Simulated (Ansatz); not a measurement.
Input and command of a plane-wave DFT calculation in Ansatz:

```yaml
crystal:
  lattice:
    - [1.7538932108, 1.0126107174, 5.9793863238]
    - [-1.7538932108, 1.0126107174, 5.9793863238]
    - [0.0, -2.0252214347, 5.9793863238]
  atoms:
    - { symbol: "Y", position: [0.2600207945, 0.2600207945, 0.2600207945] }
    - { symbol: "Y", position: [0.7399792055, 0.7399792055, 0.7399792055] }
    - { symbol: C, position: [0.0, 0.0, 0.0] }
basis:
  ecutwfc: 420
kpoints:
  mp_grid: { grid: [12, 12, 12] }
hamiltonian:
  xc: lda
scf:
  occupations: { method: fermi_dirac, width: 0.15 }
output:
  forces: true
  stress: true
  eigenvalues: true
relax:
  adjacent_minimum: "off"
  f_tol: 0.001
  max_steps: 60
  cell: { stress_tol: 0.01, fix: [volume] }
```

```bash
ansatz run input.yaml --threads 1 --pin off --max-ram 3072MiB --backend cpu --events-out ev --progress --plain --runs-dir out
```

Processor: Arm Neoverse V1, 1 thread, on a host shared with other jobs.

**Question.** How long does it run, and how much memory does it take?

**Answer.** About 62 s on 1 thread of Arm Neoverse V1, on a shared host, peak memory 0.45 GiB. It solves 17 bands at 189 k points (the mesh reduced by symmetry) with about 1249 plane waves, in 34 SCF iterations over 5 ionic steps.
